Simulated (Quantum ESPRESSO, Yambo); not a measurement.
# Levels of theory for the gap of AuPO$_{4}$

AuPO$_{4}$ (space group C2/c, No. 15): one geometry, one set of PBEsol (pw.x of Quantum ESPRESSO, ONCV potentials, scalar-relativistic) orbitals, self-energies from Yambo (2×2×2 Γ-centred k mesh, bands 9 to 262 and a 7 Ry block in the screening, 262 bands in G with the Bruneval-Gonze terminator, plasmon pole fitted at 27.2 eV).

The geometry is that of Materials Project entry mp-1095283, symmetrised and not relaxed again.

```csv
level,"gap (-0.5, -0.5, 0) → (-0.5, -0.5, 0) (eV)",rough Yambo cost
PBEsol (Quantum ESPRESSO),1.80,–
exchange only (Hartree-Fock self-energy on PBEsol orbitals),11.34,about 1/20 (14 states)
static COHSEX@PBEsol,4.58,within a factor of two (2 states)
"G0W0@PBEsol, plasmon pole",3.91,1 (14 states)
```

Bare exchange has no screening and gives the widest gap; static COHSEX screens it but leaves out the frequency dependence, which G0W0 restores.

Costs are rough ratios of core time on shared machines.

Nearest settings tried, and what they do to the gap: 176 bands in W, 176 bands in G: +18 meV; 6 Ry block (289 vectors against 363): -12 meV; 2×2×1 mesh: +71 meV. So the settings aren't converged at that level. The k mesh is coarse.

Without spin-orbit coupling, band edges of such heavy elements can be off by tenths of an eV.

The structure is a Materials Project entry; no match was found in the copy of COD used, and its stability was not checked.
